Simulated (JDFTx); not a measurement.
Reference run:

- surface: Al(110)
- bulk: Al, Fm-3m, lattice of mp-134 (not re-optimised)
- slab: 5 atoms in 5 planes, 1x1, 5.7 Å between the outermost planes
- in-plane cell: 4.039 × 2.856 Å, 11.54 Å²
- cell height: 21.7 Å
- sampling: 6×8×1 k mesh, Fermi smearing 0.01 Ha, no spin polarisation

The reference is PBE, GBRV ultrasoft potentials, plane waves to 20/100 Ha; code: JDFTx (a modified build). Unrelaxed; liquid: CANDLE, water, 1 M NaF. SHE scale: U = −μ/e − 4.44 V, by convention. LDA and PBEsol take their own potentials, PW91 and RPBE those of PBE; the lattice is kept.

```json
[
 {"functional": "LDA", "work function (eV)": "4.22", "U_pzc (V)": "-0.57", "mean C above U_pzc (μF/cm²)": "17 over 0.5 V", "k states × plane waves": "20 × 7213", "cycles, vacuum run": "17", "rough core time, vacuum run": "2 min"},
 {"functional": "PBE", "work function (eV)": "4.05", "U_pzc (V)": "-0.74", "mean C above U_pzc (μF/cm²)": "18 over 0.5 V", "k states × plane waves": "20 × 7213", "cycles, vacuum run": "17", "rough core time, vacuum run": "2 min"},
 {"functional": "PBEsol", "work function (eV)": "4.10", "U_pzc (V)": "-0.68", "mean C above U_pzc (μF/cm²)": "18 over 0.5 V", "k states × plane waves": "20 × 7213", "cycles, vacuum run": "17", "rough core time, vacuum run": "2 min"},
 {"functional": "PW91", "work function (eV)": "___", "U_pzc (V)": "___", "mean C above U_pzc (μF/cm²)": "18 over 0.5 V", "k states × plane waves": "20 × 7213", "cycles, vacuum run": "20", "rough core time, vacuum run": "2 min"},
 {"functional": "RPBE", "work function (eV)": "3.98", "U_pzc (V)": "-0.81", "mean C above U_pzc (μF/cm²)": "18 over 0.5 V", "k states × plane waves": "20 × 7213", "cycles, vacuum run": "18", "rough core time, vacuum run": "2 min"}
]
```

Q: Fill in the missing entries.

A: 
- PW91, work function (eV): 4.07
- PW91, U_pzc (V): -0.71

The times are rough (shared hosts); only ratios past two mean anything.
